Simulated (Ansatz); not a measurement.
Two states of KGd2NiO5

```
Gd Ni O K
1.0
     0.00000    5.89664    0.00000
     3.82471    0.00000    0.00000
     1.91236    2.94832   -5.80595
Gd Ni O K
2 1 5 1
Direct
  0.20280 0.20280 0.59440
  0.79720 0.79720 0.40560
  0.00000 0.50000 0.00000
  0.38760 0.64690 0.70620
  0.90620 0.64690 0.70620
  0.61240 0.35310 0.29380
  0.09380 0.35310 0.29380
  0.00000 0.00000 0.00000
  0.50000 0.00000 0.00000
```

The numbers come from plane-wave PAW DFT (Ansatz): PBE, with U_eff = 4.72 eV on Gd f, U_eff = 2.21 eV on Ni d (all-electron-ortho-atomic projectors), 420 eV, 5×5×5 Γ-centred k points, fermi-dirac occupations (width 0.0221 eV). Nothing was relaxed.

State A: Gd1 up, Gd2 up, Ni3 up (collinear spin). State B: Gd1 up, Gd2 down, Ni3 up (collinear spin).

**Question.** Which state is lower, and how do they differ?

**Answer.** State A is lower by 1.4 meV an atom at zero smearing. So small a gap isn't resolved on this mesh where a state is a metal.

```csv
state,free energy (meV/atom),largest moment in a small sphere (μB),net moment (μB/cell),gap on mesh (eV),pressure (GPa),largest force (eV/Å)
A,0.0,6.86,15.03,metal,-5.4,0.88
B,1.4,6.86,1.08,metal,-5.4,0.90
```

Origin: a known structure type with other elements, at an estimated volume, so it need not be a known compound. Caveats: another magnetic order, which this cell may not hold, can open a gap; the k mesh is coarse if the cell is a metal.
